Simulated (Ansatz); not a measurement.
OsC (CsCl type, space group No. 221), the program Ansatz at the PBE level (PAW), all energies at zero smearing, with the estimated change up to a 700 eV cutoff added, with one set of potentials and settings (totals compare only within such a set). Cell of 2 atoms (1 Os, 1 C): -11632.567 eV.

```json
[
 {"element": "Os", "reference phase": "P6_3/mmc, 2 atoms in the cell", "E (eV/atom)": "-11384.5491"},
 {"element": "C", "reference phase": "P6_3/mmc, 4 atoms in the cell", "E (eV/atom)": "-250.9479"}
]
```

Formation energy per atom, worked out: (-11632.567 − 1×(-11384.5491) − 1×(-250.9479))/2 = 1.465 eV/atom (141 kJ per mol of atoms), at 0 K, without zero-point energy or fitted corrections.

Space group Pm-3m (CsCl type). A made-up cell: these elements were put on the sites of a structure type; neither database checked (COD, Materials Project) lists it. Its standing as an ambient phase is unchecked. The cell was relaxed with PBE under the symmetry of its start; whether a distortion lowers the energy is not shown. The run is not spin-polarised. The references are the lowest solids computed at this level, not always the standard phases. Spin–orbit coupling is left out wherever it is not named.

Potentials: the later of the program's two PAW sets.
